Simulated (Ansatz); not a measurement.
Ba2N in space group R-3m (No. 166; Ba on 6c, N on 3a) at seven volumes, LDA in the plane-wave PAW code Ansatz, shape and atoms relaxed at each. One row is withheld.

| V (Å³/atom) | P (GPa) |
|---|---|
| 28.875 | 2.19 |
| 29.827 | 1.36 |
| 30.779 | 0.63 |
| 31.731 | 0.00 |
| 32.683 | ? |
| 33.635 | -1.02 |
| 34.587 | -1.41 |

Question: Fit the shown pressures and predict the withheld one.

Answer: Third-order Birch–Murnaghan: P = (3/2)B₀(x^(7/2) − x^(5/2))[1 + (3/4)(B′ − 4)(x − 1)] with x = (V₀/V)^(2/3). Least squares on the six rows gives V₀ = 31.734 Å³/atom, B₀ = 19.41 GPa, B′ = 3.82. At V = 32.683, x = 0.9805 and P = -0.54 GPa. The run itself gave -0.55 GPa.

The workflow started from a Materials Project entry (that database holds measured and hypothetical structures alike); the Crystallography Open Database files this formula in space group No. 166, but the cells were not matched. Whether it is the stable phase at ambient conditions was not checked. The cell was relaxed with LDA under the symmetry of its start; its stability against distortions is not shown here. Spin–orbit coupling is left out wherever it is not named.

Potentials: the later of the program's two PAW sets.
